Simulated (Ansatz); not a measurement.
V$_{5}$Ge$_{3}$:
```
CELL_PARAMETERS angstrom
     -4.76177     4.76177     2.40049
      4.76177    -4.76177     2.40049
      4.76177     4.76177    -2.40049
ATOMIC_POSITIONS crystal
  V  0.57535 0.72849 0.30384
  V  0.42465 0.27151 0.69616
  V  0.72849 0.42465 0.15314
  V  0.27151 0.57535 0.84686
  V  0.92465 0.22849 0.15314
  V  0.07535 0.77151 0.84686
  V  0.77151 0.92465 0.69616
  V  0.22849 0.07535 0.30384
  V  0.25000 0.75000 0.50000
  V  0.75000 0.25000 0.50000
  Ge 0.66585 0.16585 0.83170
  Ge 0.33415 0.83415 0.16830
  Ge 0.16585 0.33415 0.50000
  Ge 0.83415 0.66585 0.50000
  Ge 0.25000 0.25000 0.00000
  Ge 0.75000 0.75000 0.00000
```

Relaxed with r²SCAN. Special points in fractions of this cell's reciprocal vectors: Γ (0.000, 0.000, 0.000); X (0.000, 0.000, 0.500); M (-0.500, 0.500, 0.500); Z (0.314, 0.314, -0.314); Z0 (-0.314, 0.686, 0.314); P (0.250, 0.250, 0.250); N (0.000, 0.500, 0.000).

### Question
List the band energies nearest the Fermi level at these points for DFT-r²SCAN in the program Ansatz with PAW potentials.

### Answer
In eV from the Fermi level; about four levels below and three above (degenerate sets whole), none deeper than 8.9 eV; points with the same levels are listed once.

```csv
k,below,above
Γ,-0.64 -0.39 -0.17 -0.17,0.56 0.69 0.69
X,-0.57 -0.57 -0.11 -0.06,0.36 0.49 0.55
M,-0.42 -0.38 -0.10 -0.10,0.29 0.31 0.34 0.34
Z,-0.48 -0.34 -0.34 -0.19,0.55 0.55 0.60
P,-0.30 -0.30 -0.11 -0.11,0.24 0.24 0.29 0.29
N,-0.52 -0.52 -0.06 -0.06,0.04 0.04 0.29 0.29
```

Space group I4/mcm. The workflow started from a Materials Project entry (that database holds measured and hypothetical structures alike); the Crystallography Open Database copy checked does not list it. COD files the formula under space group No. 193, so this cell is another polymorph or a model. Whether it is the stable phase at ambient conditions was not checked. Symmetry was held in the r²SCAN relaxation; whether a distortion lowers the energy is not shown. No spin polarisation was allowed. Spin–orbit coupling is left out wherever it is not named.

Potentials: the later of the program's two PAW sets.
